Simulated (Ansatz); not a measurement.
ZnInGaO4: pressure against volume

ZnInGaO4, R3m, a = 3.356 Å, c = 26.111 Å. The structure is a Materials Project entry; whether it is the stable form wasn't checked. Ansatz: PBE, PAW, 420 eV, Γ-centred 12×12×12 mesh on 7 atoms, Gaussian smearing 0.02 eV; no spin polarisation. Shape and atoms are relaxed at each volume; pressure is positive in compression.

| V (Å³/atom) | P (GPa) |
| --- | --- |
| 10.674 | 26.34 |
| 11.037 | ? |
| 11.401 | 10.98 |
| 11.765 | 5.03 |
| 12.129 | -0.01 |
| 12.493 | -4.28 |
| 12.857 | -7.88 |
| 13.342 | -11.82 |

Take V0 = 12.129 Å³/atom, count pressures from its P0 = -0.01 GPa, fit the third-order Birch–Murnaghan form to the other rows, and predict the missing pressure.

With the Eulerian strain f = ½[(V0/V)^(2/3) − 1] and y = (P − P0)/[3f(1 + 2f)^(5/2)], the form is the line y = B0 + 1.5 B0 (B0′ − 4) f. Rows (f, y): 0.04446, 159.7; 0.02106, 156.9; 0.01026, 155.6; -0.00976, 153.2; -0.01906, 151.7; -0.03078, 149.9. Means f = 0.002697, y = 154.50; Σ(Δf)² = 0.003888, ΣΔfΔy = 0.5007; the slope is their ratio. y = 154.2 + 128.8 f GPa, so B0 = 154.2 GPa and B0′ = 4 + 2 × (128.8)/(3 × 154.2) = 4.56. At V = 11.037, f = 0.03246, y = 158.38 and P = 18.04 GPa. The run gave 18.02 GPa, so the fit is 0.02 GPa too high, within the rms miss on the fitted rows (0.02 GPa).

Cost: 8 runs of about 39 core-minutes in all, on Intel Xeon Processor @ 2.70GHz (shared hosts).